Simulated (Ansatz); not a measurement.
In DFT-r²SCAN+D4 in the program Ansatz with PAW potentials, In₂O₃ in the La2O3 or Ni2Al3 type structure (P-3m1) relaxes to a = 3.418 Å, c = 6.054 Å. O on 1a has 6 nearest neighbours from 2.44 Å (octahedral). Its formation energy from the elements is -1.69 eV/atom, with no fitted shifts.

The Kohn–Sham gap is 1.34 eV (smallest direct gap 1.37 eV). HSE06 on the same cell gives 2.21 eV. Gap from r²SCAN+D4 with spin–orbit coupling: 1.34 eV. The electron mass is 0.15, 0.18, 0.18 mₑ (principal values). The hole mass is 0.61, 3.1, 4.9 mₑ (principal values).

The relaxed-ion elastic constants in GPa are C11 = 279, C12 = 182, C13 = 124, C14 = 60.2, C33 = 144, C44 = 67.3. Bader charges are In +1.94, O -1.34 to -1.27 e.

The start of the workflow was typed in or built on a structure type; neither database checked (COD, Materials Project) lists it. It is not the phase usual at ambient conditions (space group No. 206). The cell was relaxed with r²SCAN+D4 under the symmetry of its start. At this level the phase is mechanically unstable. The volume moved by -25 % from the start of the relaxation. The references are the lowest solids computed at this level, not always the standard phases (solids in place of the gases). Spin–orbit coupling is left out wherever it is not named.

Potentials: the earlier of the program's two PAW sets.
